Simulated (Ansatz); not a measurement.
MoRh in space group Pmma (No. 51; Mo on 2e, Rh on 2f) at seven volumes, LDA in the plane-wave PAW code Ansatz, shape and atoms relaxed at each. One row is withheld.

```
V (Å³/atom)  P (GPa)
-----------  -------
12.726         36.49
13.145         22.24
13.565         10.19
13.984          0.00
14.404         -8.60
14.823             ?
15.243        -21.92
```

Q: Fit the shown pressures and predict the withheld one.

A: P = (3/2)B₀(x^(7/2) − x^(5/2))[1 + (3/4)(B′ − 4)(x − 1)] with x = (V₀/V)^(2/3). Least squares on the six rows gives V₀ = 13.985 Å³/atom, B₀ = 311 GPa, B′ = 4.64. At V = 14.823, x = 0.9619 and P = -15.82 GPa. The run itself gave -15.84 GPa.

The first step of the workflow began from a Materials Project structure, measured or hypothetical; the Crystallography Open Database copy checked does not list it. With Mo and Rh taken as one species the cell has the higher symmetry P6_3/mmc, so it may be an ordered model of a mixed-site phase. Whether it is the stable phase at ambient conditions was not checked. Symmetry was held in the LDA relaxation; of distortions, only those at the zone centre were tested. No spin polarisation was allowed.

Potentials: the later of the program's two PAW sets.
